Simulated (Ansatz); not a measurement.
A relaxed cell of Cd₂S is given with its symmetry left out. It was relaxed at this level from a Materials Project cell.

Method: Ansatz, DFT PBE, scalar-relativistic, plane waves, PAW. Cutoff 420 eV, Γ-centred mesh, Gaussian smearing, no spin polarisation.

```
CELL_PARAMETERS angstrom
3.96134 0.00000 0.00000
-1.98067 3.43062 0.00000
0.00000 0.00000 5.80738
ATOMIC_POSITIONS crystal
Cd 0.66667 0.33333 0.57713
Cd 0.33333 0.66667 0.93376
S 0.33333 0.66667 0.36627
```

Formation energies are uncorrected and refer to the elements' standard structures at the same level.

Task: Find its symmetry and describe it.

Result: P3m1 (No. 156). Conventional cell: a = 3.961 Å, c = 5.807 Å. Cd on its first site is surrounded by 3 S at 2.59 Å and 3 Cd at 3.09 Å; Cd on its second site has 1 S at 2.51 Å and 3 Cd at 3.09 Å; S is surrounded by 4 Cd at 2.51–2.59 Å.

Task: What is its formation energy per atom?

Result: −0.222 eV/atom.

Task: Is it a metal?

Result: No, the gap on the 12×12×6 mesh is 0.12 eV.

The last run used a 12×12×6 mesh (in the run's order of axes) for its 3-atom cell and Gaussian smearing of 0.01 eV. Kohn–Sham gaps at this level usually fall short of measured ones. The reference form of S is held partly by dispersion forces, which this level lacks. Small gaps are read on the mesh alone, and bands can cross between its points. A structure relaxed within its symmetry needn't be a true minimum. Another cell of Cd2S relaxed alike, in Cm, lies 72 meV/atom lower, so this cell isn't the stable form at this level.
